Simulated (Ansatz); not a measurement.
## Computed properties of Zr

Zr:
```
Zr
1.0
    5.03763     0.00000     0.00000
   -2.51882     4.36272     0.00000
    0.00000     0.00000     3.15848
Zr
3
Direct
  0.00000   0.00000   0.00000
  0.33333   0.66667   0.50000
  0.66667   0.33333   0.50000
```

Space group P6/mmm (No. 191); conventional cell a = b = 5.0376 Å, c = 3.1585 Å, α = β = 90.00°, γ = 120.00°.

Method: r²SCAN in the plane-wave PAW code Ansatz. Geometry: relaxed at this level of theory. Other levels are named where they apply.

Cell and energy:

| Quantity | Result |
|---|---|
| Volume per atom | 23.14 Å³ |
| Density | 6.55 g/cm³ |

Electronic structure:

| Item | Result |
|---|---|
| Electronic character | metallic (no gap) |
| Density of states at the Fermi level | 0.81 states/eV per atom (mean over ±0.08 eV) |
| Gap with spin–orbit coupling | none (metallic) |

Mechanics:

| Property | Result |
|---|---|
| Bulk modulus (Birch–Murnaghan fit) | 97.1 GPa |
| Pressure derivative B′ | 3.4 |
| Elastic constants (relaxed ions, GPa) | C11 = 170, C12 = 72.1, C13 = 46.0, C33 = 208, C44 = 40.2 |
| Mechanical stability | stable (all eigenvalues of C positive) |
| Hill bulk and shear moduli | 97.4 and 50.0 GPa |
| Young's modulus | 128 GPa |
| Poisson's ratio | 0.28 |
| Debye temperature from the elastic constants | 322 K |

This is a known high-pressure phase of the composition, computed here at zero pressure and temperature. The cell was relaxed with r²SCAN under the symmetry of its start; its stability against distortions is not shown here. The run is not spin-polarised. As this level gives no gap, shear constants depend on the k-mesh and smearing (Fermi–Dirac, 0.1 eV here). Axis ratios of metals converge slowly with the k-mesh, so a and c are less sure than the volume. Scalar-relativistic: spin–orbit coupling is off unless named, which matters more the heavier the elements.

Potentials: the later of the program's two PAW sets.
